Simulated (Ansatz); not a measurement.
NaH3C4O5: what each run costs

Cell: 26 atoms, space group Pc, a = 3.624 Å, b = 8.132 Å, c = 9.392 Å, α = 90.00°, β = 97.97°, γ = 90.00°.

All runs are DFT with Ansatz 0.2.0 on 2 threads of Arm Neoverse V1 (aarch64; 8 cores open to the job, memory cap 5.0 GiB, no GPU), a shared host.

(1) Rank the runs by wall time, shortest first.
A. single point at relaxed positions, r2SCAN, 500 eV, 8×4×4 k-points, smearing 0.05 eV
B. single point, PBE, 420 eV, 8×4×4 k-points, smearing 0.05 eV
C. relaxation of the ions, PBE, 420 eV, 8×4×4 k-points, smearing 0.05 eV

Answers

(1) B (1.8 min, 1.1 GiB), A (3.3 min, 1.7 GiB), C (11 min, 1.3 GiB).
